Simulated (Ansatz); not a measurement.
MgO (rock salt) was relaxed and computed twice in Ansatz (plane waves, PAW), once with HSE06 and once with PBE.

|  | run 1 | run 2 |
|---|---|---|
| cell | a = 4.2018 Å, b = 4.2018 Å, c = 4.2018 Å, α = 90.00°, β = 90.00°, γ = 90.00° | a = 4.2539 Å, b = 4.2539 Å, c = 4.2539 Å, α = 90.00°, β = 90.00°, γ = 90.00° |
| gap (eV) | 6.56 | 4.46 |
| B₀ by P(V) fit (GPa) | 167 | 149 |

Question: Which run used which functional?

Answer: Run 1 is HSE06, run 2 is PBE.

All cells were relaxed under the symmetry of their starts (and spin orders); stability against distortions was not tested throughout.

Potentials: the later of the program's two PAW sets.

Ansatz (a quantum-chemistry and plane-wave program) is a plane-wave DFT program.
